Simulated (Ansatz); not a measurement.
A relaxed structure of HgTe. Space group F-43m (No. 216), zinc blende type. Calculation: r2SCAN (plane waves to 500 eV, PAW, scalar-relativistic; Ansatz, a first-principles code).

Space group F-43m (No. 216); a = 6.5728 Å, b = 6.5728 Å, c = 6.5728 Å, α = 90.00°, β = 90.00°, γ = 90.00°

```tsv
atom	site	symmetry	x	y	z
Te	4c	-43m	0.2500	0.2500	0.2500
Hg	4a	-43m	0.0000	0.0000	0.0000
```
(The calculation used a cell of 2 atoms; values per cell refer to that cell.)

### Question
What is the computed band gap (r2SCAN)?

### Answer
Zero (the bands touch at this level, without spin-orbit coupling).

No spin polarisation in the result. Spin-orbit coupling is missing; with elements this heavy it can move band edges by tenths of an eV or more.

Measured for HgTe: a 6.46 Å (room temperature; as listed in R. J. Cava et al., Journal of Materials Chemistry C (2013)). Computed minus measured — a: r2SCAN +1.7 %. The computed values are for a static lattice.

The run could not lose the symmetry of its start; a randomly shaken copy of 2 atoms returns to this structure.

All atoms sit on sites fixed by symmetry, so only the cell could relax.
